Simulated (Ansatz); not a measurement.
A distorted cell of CsPbCl3 (cubic perovskite):

```xyz
5
Lattice="5.6186 0.0000 0.0000 0.0000 5.6186 0.0000 0.0000 0.0000 5.6186" Properties=species:S:1:pos:R:3 pbc="T T T"
Cs     0.0000     0.0000     0.0000
Pb     2.5717     2.5717     2.8093
Cl     0.0000     2.8093     2.8093
Cl     2.8093     2.8093     0.0000
Cl     2.8093     0.0000     2.8093
```

Computed with PBEsol (plane waves to 420 eV, PAW, scalar-relativistic; Ansatz, a first-principles code). k mesh 5×5×5 (Γ-centred), Fermi-Dirac smearing 0.05 eV. E stands for the smeared free energy. Stress and pressure are positive under compression. CsPbCl3 was relaxed with its symmetry unable to fall. Spin-orbit coupling is left out, though Pb is heavy. This is a high-temperature form of CsPbCl3.

Predict the force on every atom, in eV/Å.


| atom | Fx | Fy | Fz |
|---|---|---|---|
| Cs1 | -0.053 | -0.053 | 0.000 |
| Pb2 | 0.851 | 0.851 | 0.000 |
| Cl3 | -0.706 | -0.032 | 0.000 |
| Cl4 | -0.060 | -0.060 | 0.000 |
| Cl5 | -0.032 | -0.706 | 0.000 |

What is the stress tensor (GPa)?


```
   1.25    -0.08     0.00
  -0.08     1.25     0.00
   0.00     0.00     0.05
```
The pressure, a third of the trace, is 0.85 GPa.

In it atom 2 sits (-0.238, -0.238, 0.000) Å away from its relaxed site. What is its energy relative to the relaxed cell?

173 meV/cell.

(For displaced atoms, the force is minus the slope of the energy, and its curvature is a force constant, which sets phonon frequencies.)
